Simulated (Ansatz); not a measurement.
## LuSi₂Os₂: reading a single point

```
Os Lu Si
1.0
    -0.01044    3.90418   -0.00185
     4.01647   -0.01044   -0.01869
     2.02473    1.94902   -4.62269
Os Lu Si
2 1 2
Direct
  0.71578 0.26895 0.49755
  0.29035 0.75112 0.47945
  0.00241 0.97768 0.97828
  0.37139 0.30611 0.26023
  0.59745 0.64404 0.77245
```

Single point in Ansatz 0.2.0 with m-r2SCAN, no spin polarisation. Cutoff 500 eV, PAW datasets, 5×5×4 (shifted by 0.5, 0, 0.5 steps) k mesh, gaussian filling (width 0.2922 eV).

Forces: The largest is on Si4: 7.63 eV/Å, components (5.29, -3.24, 4.45). It makes 156° with the line to a nearest neighbour, Os2 at 2.05 Å, pointing away from it.
Formation energy: -0.23 eV an atom against the elements' usual phases (free molecules for gases, crystals otherwise, with no correction for O₂ or N₂), so it is bound against them; other compounds may still compete. Relaxing would lower it.
Stress: The pressure is 38.7 GPa (compression positive), so with the atoms held at these fractions the cell would first expand; the forces are large, so a full relaxation may end otherwise. The principal stresses 21.1, 39.9, 55.2 GPa differ, so its shape would change too.
Electronic structure: It is a metal, with about 2.4 states/eV a cell as the mean within 0.25 eV of the Fermi level, mostly Os d (53 %), Lu d (21 %) and Si p (12 %).

Origin: a strained cell with displaced atoms, so it need not be a known compound. Caveats: the k mesh is coarse if the cell is a metal; atoms or cell far from equilibrium; wide smearing; m-r2SCAN is r2SCAN with a changed spin dependence that lowers moments.
